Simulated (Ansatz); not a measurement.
**ScAl: moving Sc off its site**

ScAl, Pm-3m, a = 3.370 Å (as given, not relaxed at this level: 0.0 GPa). The structure is a Materials Project entry; whether it is the stable form wasn't checked. Ansatz: r2SCAN, PAW, 500 eV, Γ-centred 14×14×14 mesh on 2 atoms, Gaussian smearing 0.15 eV; no spin polarisation.

```yaml
crystal:
  lattice:
    - [3.37035, 0.00000, 0.00000]
    - [0.00000, 3.37035, 0.00000]
    - [0.00000, 0.00000, 3.37035]
  atoms:
    - { symbol: Sc, position: [0.50000, 0.50000, 0.50000] }
    - { symbol: Al, position: [0.00000, 0.00000, 0.00000] }
```

Atom 1 (Sc) moves by x along the unit vector (0.000, 0.000, 1.000), with its periodic images; all else is held. y is the free energy of the cell over the start, F the force along the path summed over the moved atoms. Symmetry makes y even in x.

```tsv
x (Å)	y (meV)	F (eV/Å)
-0.5000	?	?
-0.2500	166.5	1.33
0.0000	0.0	0.00
0.0625	10.5	-0.33
0.1250	41.8	-0.67
0.1875	93.9	-1.00
0.3125	259.5	-1.65
0.3750	372.2	-1.96
0.4375	504.0	-2.26
```

Problem. Fit y = c2 x² + c4 x⁴ to the energies of the other rows, give the force constant, and predict energy and force of the missing row.

Solution. Least squares on the rows shown. y = 2681.1 x² − 249.31 x⁴. The force constant is 2 c2 = 5.36 eV/Å² (for all images moving together, not for a lone atom). With two atoms in a cubic cell this is the optical mode at Γ (in a metal it hangs on mesh and smearing): ω = 521.5 √(2 c2/μ) = 294 cm⁻¹ for μ = 16.86 u. The force −dy/dx at the missing row is 2.56 eV/Å (computed 2.54). At x = -0.5000 the fit asked for gives 654.7 meV. The run gave 654.0 meV, so the fit is 0.7 meV too high, a small miss on the scale of the series.